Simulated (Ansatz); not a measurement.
LaTe, DFT, LDA, all-electron LAPW, scalar-relativistic (Ansatz 0.2.0), run on 1 thread of Arm Neoverse V1 on a shared host.

The cell is COD entry 1537884, as deposited and not checked against the literature; nothing was relaxed. The listed cell was then made from it by scaling, straining or moving an atom.

Command: `ansatz run input.yaml --threads 1 --pin off --max-ram 3072MiB --backend cpu --events-out ev --progress --plain --runs-dir out`

```yaml
crystal:
  lattice:
    - [0.0, 3.1454509951, 3.1454509951]
    - [3.1454509951, 0.0, 3.1454509951]
    - [3.1454509951, 3.1454509951, 0.0]
  atoms:
    - { symbol: La, position: [0.0, 0.0, 0.0] }
    - { symbol: Te, position: [0.5, 0.5, 0.5] }
kpoints:
  mp_grid: { grid: [10, 10, 10] }
  band_path:
    path:
      - [0.0, 0.0, 0.0]
      - [0.5, 0.0, 0.5]
      - [0.625, 0.25, 0.625]
      - [0.375, 0.375, 0.75]
      - [0.0, 0.0, 0.0]
      - [0.5, 0.5, 0.5]
      - [0.5, 0.25, 0.75]
      - [0.5, 0.0, 0.5]
    npoints: 5
scf:
  occupations: { method: fermi_dirac, width: 0.08 }
hamiltonian:
  xc: lda
  pseudopotentials: { kind: all_electron, lapw: { basis_error: 0.001 } }
output:
  forces: true
  stress: true
  eigenvalues: true
```

(1) How large is the problem that the program sets up?

(2) Estimate the wall time and the peak memory.

## Answers

(1) 47 irreducible k-points, 331 plane waves at Γ, 32 bands.

(2) 21 s of wall time for 9 SCF iterations, with a peak of 0.35 GiB. Times on shared machines scatter by tens of per cent.
